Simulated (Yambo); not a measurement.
Yambo run on Au2S (space group Pn-3m, No. 224). The wavefunctions come from this Quantum ESPRESSO step (LDA, PseudoDojo standard norm-conserving files, scalar-relativistic):

```
&CONTROL
  calculation = 'nscf'
  pseudo_dir = './pseudo'
  outdir = './out'
/
&SYSTEM
  ibrav = 0
  nat = 6
  ntyp = 2
  ecutwfc = 76.0
  ecutrho = 304.0
  occupations = 'fixed'
  force_symmorphic = .true.
  nbnd = 289
/
&ELECTRONS
  conv_thr = 6.000000000000001e-09
  diago_full_acc = .true.
  diago_thr_init = 1e-08
/
ATOMIC_SPECIES
S 32.0600 S.upf
Au 196.9666 Au.upf
CELL_PARAMETERS angstrom
  5.273980000000   0.000000000000   0.000000000000
  0.000000000000   5.273980000000   0.000000000000
  0.000000000000   0.000000000000   5.273980000000
ATOMIC_POSITIONS crystal
S   0.000000000000   0.000000000000   0.000000000000
S   0.500000000000   0.500000000000   0.500000000000
Au   0.250000000000   0.250000000000   0.750000000000
Au   0.250000000000   0.750000000000   0.250000000000
Au   0.750000000000   0.750000000000   0.750000000000
Au   0.750000000000   0.250000000000   0.250000000000
K_POINTS automatic
2 2 2 0 0 0
```

Yambo input:

```
rim_cut
gw0
dyson
el_el_corr
HF_and_locXC
ppa
em1d
RandQpts= 1000000
RandGvec= 1 Ry
EXXRLvcs= 76 Ry
VXCRLvcs= 304 Ry
Chimod= "HARTREE"
% BndsRnXp
 17 | 286 |
%
NGsBlkXp= 8 Ry
% LongDrXp
 1.0 | 1.0 | 1.0 |
%
PPAPntXp= 27.2114 eV
% GbndRnge
 1 | 286 |
%
GTermKind= "BG"
DysSolver= "n"
ExtendOut
% QPkrange
 1 | 1 | 44 | 45 |
 3 | 3 | 44 | 45 |
%
```

k points by index: 1 = Γ, 3 = M.

Resulting energies as the program prints them:

```
#    K-point    Band    Eo [eV]    E [eV]    E-Eo [eV]    Vxc [eV]    Vnlxc [eV]    Sc|Eo [eV]    Sc|E [eV]    dSc/dw|Eo [eV]    Re(Z)    Im(Z)
#
    1    44    0.000000    -0.423103    -0.423103    -18.16913    -21.21157    2.514539    2.619337    -6.738509    0.801514    -0.001240
    1    45    1.996019    2.267383    0.271364    -9.305402    -5.656267    -3.321618    -3.377771    -5.629062    0.828592    -0.001101
    3    44    -0.571569    -1.060435    -0.488866    -17.67578    -20.96292    2.674973    2.798282    -6.862305    0.798602    -0.001251
    3    45    2.464152    2.896086    0.431934    -14.04098    -10.23382    -3.276691    -3.375224    -6.206319    0.814279    -0.001154
```
(The two width columns are left out.) Convergence of these settings isn't established.

Spin-orbit coupling is not included.

Geometry of the Materials Project entry, not relaxed at this level.
